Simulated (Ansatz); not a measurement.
Hf2S:
```xyz
6
Lattice="3.3463 0.0000 0.0000 -1.6732 2.8980 0.0000 0.0000 0.0000 11.6660" Properties=species:S:1:pos:R:3 pbc="T T T"
Hf     1.6732     0.9660    10.4829
Hf     0.0000     1.9320     1.1830
Hf     0.0000     1.9320     4.6500
Hf     1.6732     0.9660     7.0160
S      0.0000     0.0000     8.7495
S      0.0000     0.0000     2.9165
```

Relaxed with PBEsol. Special points in fractions of this cell's reciprocal vectors: Γ (0.000, 0.000, 0.000); M (0.500, 0.000, 0.000); K (0.333, 0.333, 0.000); A (0.000, 0.000, 0.500); L (0.500, 0.000, 0.500); H (0.333, 0.333, 0.500).

Question: List the band energies nearest the Fermi level at these points for PBEsol in the plane-wave PAW code Ansatz.

Answer: In eV from the Fermi level; about four levels below and three above (degenerate sets whole), none deeper than 8.9 eV; points with the same levels are listed once.

```json
[
 {"k": "Γ", "below": "-3.10 -1.53 -0.15 -0.04", "above": "0.45 0.45 0.53 0.53"},
 {"k": "M", "below": "-1.33 -1.21 -0.73 -0.56", "above": "0.87 0.98 2.63"},
 {"k": "K", "below": "-1.13 -1.13 -0.90 -0.90", "above": "0.11 0.11 1.86"},
 {"k": "A", "below": "-3.40 -3.40 -3.40 -3.40 -1.17 -1.17", "above": "0.38 0.38 0.38 0.38"},
 {"k": "L", "below": "-1.78 -1.78 -0.99 -0.99", "above": "0.29 0.29 1.45 1.45"},
 {"k": "H", "below": "-1.24 -1.24 -0.76 -0.76", "above": "0.15 0.15 2.21 2.21"}
]
```

Space group P6_3/mmc. The workflow started from a Materials Project entry (that database holds measured and hypothetical structures alike); the Crystallography Open Database copy checked does not list it. Its standing as an ambient phase is unchecked. The PBEsol relaxation kept the symmetry of its start; whether a distortion lowers the energy is not shown. No spin polarisation was allowed. Spin–orbit coupling is left out wherever it is not named.

Potentials: the later of the program's two PAW sets.
